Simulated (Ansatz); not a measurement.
Input file for Ansatz (a quantum-chemistry and plane-wave program):

Ansatz 0.2 input:
```yaml
crystal:
  lattice:
    - [-1.9795039577, 1.9795039577, 6.5645739971]
    - [1.9795039577, -1.9795039577, 6.5645739971]
    - [1.9795039577, 1.9795039577, -6.5645739971]
  atoms:
    - { symbol: K, position: [0.6476326589, 0.6476326589, 0.0] }
    - { symbol: K, position: [0.3523673411, 0.3523673411, 0.0] }
    - { symbol: Mg, position: [0.0, 0.0, 0.0] }
    - { symbol: F, position: [0.5, 0.0, 0.5] }
    - { symbol: F, position: [0.0, 0.5, 0.5] }
    - { symbol: F, position: [0.8477893535, 0.8477893535, 0.0] }
    - { symbol: F, position: [0.1522106465, 0.1522106465, 0.0] }
kpoints:
  mp_grid: { grid: [10, 10, 10] }
hamiltonian:
  xc: r2scan
  pseudopotentials: { kind: paw }
scf:
  occupations: { method: fixed }
checkpoint: { read: static.run }
output: { bader: true, populations: true }
```

Output (shortened):

```
basis.fft_grid_basis auto: the FFT boxes are laid along the combinations [[1, 0, 1], [0, 1, 1], [0, 0, 1]] of the cell's own vectors, 3.959, 3.959 and 7.137 Å …
Pseudopotential: K, paw, valence charge 9
Pseudopotential: Mg, paw, valence charge 10
Pseudopotential: F, paw, valence charge 7
Functional definition: r2SCAN
Crystal: 7 atoms, lattice volume = 102.891 Å³
Basis set: ecut = 500 eV, 2599 PW (Γ), FFT grids on a1+a3, a2+a3, a3, exchange–correlation on 120×120×216 points (64 copies of the dense FFT grid, shifted against one another)
Bands: 35, of which v1, the nominal top of the filled ones, is band 28 counted from 1 (27 counted from 0)
Symmetry: 16 space group operations
Space group: I4/mmm (ITA 139), of the structure as read, at distance tolerance 4.7e-5 Å
k-points: 102 of 1000
Stability of the state it starts from, as read at its close in the unpolarized treatment …
iter 1 solved again at ethr=2.68e-8 eV; its pass at ethr=3.10e-3 eV (dr2=1.50e-5 eV) is discarded
SCF iter   1: F=—  HF=-8262.569054 eV  |F-HF|=—  |Δ(HF+E_count)|=         —  Δρ=3.51e-7  dr2=1.10e-10  dr2_τ=1.25e-11  ethr=2.68e-8  ⟨swp⟩=3.5  Hψ=24000  notcnv=0  defer=507
preconditioner: auto → Resta (q_TF=auto, 2.465 Å⁻¹)
SCF iter   2: F=-8262.569055 eV  HF=-8262.569055 eV  |F-HF|=1.82e-12  |Δ(HF+E_count)|=   2.12e-7  Δρ=2.24e-7  dr2=1.98e-11  dr2_τ=6.05e-12  ethr=1.00e-12  ⟨swp⟩=11.5  Hψ=19287  notcnv=0
SCF 1 converged in 2 iterations: F = -8262.569055 eV  dr2 = 1.98e-11
SCF converged after 2 iterations
Free energy (F): -8262.569055 eV
Harris-Foulkes:  -8262.569055 eV  (|F-HF|=1.82e-12)
Internal energy: -8262.569055 eV  (E = F + TS)
E sigma→0 (E₀):  -8262.569055 eV
Fermi energy:    1.633486 eV
--- Per-component energies (eV) ---
  E_band       = -695.748512
  E_kinetic    = 1424.445186
  E_local      = -5413.120425  (includes V_loc(G=0)·N_el)
  E_nonlocal   = 411.414721
  E_hartree    = 2038.681167
  E_xc         = -617.323854
  E_vxc        = -884.837370  (∫ρ·V_xc dr)
  E_paw        = -2684.109418  (= ΣΔE_a)
  E_vpaw       = -370.861979  (= ΣTr[D̂ρ^β])
  E_aug_tail   = 0.004276  (compensation charges beyond the density's cutoff)
  E_vtau       = 59.844648  (kinetic-family band-sum trace: ∫τ·v_τ [+ j·A + Jᵃ·Aᵃ] dr)
  E_ewald      = -3422.016563
  E_core_change = -0.544144  (= ΣΔE_core)
  E_smearing   =  0.000000  (= −TS)
  E_closure    = 0.000000  (closes the sum)
  Σ components = -8262.569055   (vs F -8262.569055, Δ=0.00e0)
  [band-id]    e_kinetic+e_local+e_nonlocal+2·e_hartree+e_vxc+e_vpaw+e_augmentation_tail+e_vtau = -695.748609   (vs E_band -695.748512, Δ=-9.63e-5)
--- Band table (eV; the first three rows and the last of 102) ---
  k-point 0: bands = ["-71.4532", "-36.5820", "-36.5820", "-36.5600", "-25.1831", "-25.1192", "-19.6813", "-19.1709", "-18.5316", "-18.5188", "-7.9938", "-7.8766", "-7.8766", "-7.8202", "-7.8202", "-7.7769", "-0.8551", "-0.8551", "-0.2994", "0.5217", …
  k-point 1: bands = ["-71.4532", "-36.5829", "-36.5829", "-36.5599", "-25.1762", "-25.1176", "-19.6525", "-19.1879", "-18.5353", "-18.5248", "-8.0022", "-7.9007", "-7.8693", "-7.8284", "-7.8077", "-7.7707", "-0.9709", "-0.7377", "-0.2926", "0.5597", …
  k-point 2: bands = ["-71.4531", "-36.5852", "-36.5851", "-36.5598", "-25.1586", "-25.1138", "-19.5742", "-19.2319", "-18.5410", "-18.5387", "-8.0182", "-7.9635", "-7.8697", "-7.8504", "-7.8087", "-7.7616", "-1.2392", "-0.4274", "-0.2526", "0.2958", …
  k-point 101: bands = ["-71.4532", "-36.5820", "-36.5820", "-36.5600", "-25.1635", "-25.1389", "-19.6914", "-19.1709", "-18.5250", "-18.5124", "-8.0020", "-7.9116", "-7.9116", "-7.7851", "-7.7842", "-7.7842", "-0.8452", "-0.8452", "-0.1443", "0.5989", …
--- Löwdin populations: 7 sites ---
  site symbol       q [e]
     0      K      8.1478
     1      K      8.1478
     2     Mg      8.3171
     3      F      7.7886
     4      F      7.7886
     5      F      7.7899
     6      F      7.7899
  spilling = 0.004113 (of n_electrons = 56.000000)
--- Bader charges: 7 sites ---
  site symbol  charge [e]  shift [e]
     0      K      0.8854     0.0000
     1      K      0.8854     0.0000
     2     Mg      1.7882     0.0062
     3      F     -0.8938     0.0021
     4      F     -0.8938     0.0021
     5      F     -0.8857     0.0010
     6      F     -0.8857     0.0010
  shift: an alarm, by how much a part of what the PAW files miss would move the charge. Where it is large, compare
  with a run on PAW files of another source; a small one proves nothing
  estimated error of the sums over rays = 4.3e-4 e
```

Cost: very roughly 70 core-seconds on shared cores.

The workflow started from a Materials Project entry (that database holds measured and hypothetical structures alike); the Crystallography Open Database copy checked does not list it. Whether it is the stable phase at ambient conditions was not checked. The cell was relaxed with r²SCAN under the symmetry of its start; whether a distortion lowers the energy is not shown.

Potentials: the later of the program's two PAW sets.

Ansatz is a plane-wave DFT program.
